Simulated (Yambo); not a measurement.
Yambo run on Cs2KCoF6 (space group Fm-3m, No. 225). The wavefunctions are PBEsol (Quantum ESPRESSO, PseudoDojo norm-conserving, 96 Ry, no spin-orbit coupling) ones on a 2×2×2 mesh (43 occupied bands); a = b = c = 6.3904 Å, α = β = γ = 60.00°.

Yambo input:

```
rim_cut
gw0
dyson
el_el_corr
HF_and_locXC
cohsex
em1s
RandQpts= 1000000
RandGvec= 1 Ry
EXXRLvcs= 96 Ry
VXCRLvcs= 384 Ry
Chimod= "HARTREE"
% BndsRnXs
 5 | 277 |
%
NGsBlkXs= 7 Ry
% LongDrXs
 1.0 | 1.0 | 1.0 |
%
ExtendOut
% QPkrange
 3 | 3 | 43 | 44 |
%
```

k points by index: 3 = X.

Table of the .qp output:

```
#    K-point    Band    Eo [eV]    E [eV]    E-Eo [eV]    Vxc [eV]    Vnlxc [eV]    Sc|Eo [eV]    Re(Z)    Im(Z)
#
    3    43    0.000000    -2.785466    -2.785466    -29.06168    -37.72648    5.879330    1.000000    0.000000
    3    44    1.113170    3.209718    2.096547    -27.85870    -20.29652    -5.465636    1.000000    0.000000
```
(The two width columns are left out.) Convergence of these settings isn't established.

Geometry of the Materials Project entry, not relaxed at this level.

The structure is a Materials Project entry; no match was found in the copy of COD used, and its stability was not checked.

The runs are not spin-polarised; magnetic order was not tried.
